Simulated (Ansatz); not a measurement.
SrTiO$_{3}$: reading a single point

```
Sr Ti O
1.0
     3.94013    0.00000    3.94013
     0.00000    3.94013    0.00000
     3.94013    0.00000   -3.94013
Sr Ti O
2 2 6
Direct
  0.00000 0.50000 0.50000
  0.50000 0.50000 0.00000
  0.00000 0.00000 0.00000
  0.50000 0.00000 0.50000
  0.25000 0.00000 0.25000
  0.75000 0.00000 0.75000
  0.00000 0.50000 0.00000
  0.50000 0.50000 0.50000
  0.25000 0.00000 0.75000
  0.75000 0.00000 0.25000
```

Level: PBE, with U_eff = 3.73 eV on Ti d, U_eff = 4.18 eV on O p (all-electron-ortho-atomic projectors), collinear spin; 420 eV; 3×5×3 Γ-centred mesh; fermi-dirac occupations (width 0.1 eV); Ansatz 0.2.0, fixed geometry.

The state carries no moments; the state need not be the lowest.

**Question.** Describe some of the short contacts.

**Answer.** Ti–O at 1.97 Å: least valence density 0.69 e/Å³ and ELF 0.22 there. Sr–O at 2.79 Å: least valence density 0.14 e/Å³ and ELF 0.05 there, a closed-shell (ionic or weak) contact. These are pseudo-fields; inside the PAW spheres they differ from the all-electron ones.

**Question.** Give the Bader charges.

**Answer.** Bader charges in e: Sr +1.63, Ti +2.51, O -1.38. In the mean Ti gives up most and O takes most.

**Question.** What does the stress say?

**Answer.** The pressure is 0.2 GPa (compression positive), so with the atoms held at these fractions the cell is close to zero pressure.

**Question.** What is the character of the valence top and the conduction bottom?

**Answer.** Within 0.7 eV of the edges, the states project mainly on O p (98 %) below the gap and on Ti d (91 %) above it.

**Question.** Is there a gap, and of what kind?

**Answer.** The gap is 2.87 eV, indirect or between spins (the least direct gap found is 2.95 eV). A semilocal functional usually gives too small a gap.

Origin: a database entry at a rescaled volume. Caveats: the input typed no starting moments.
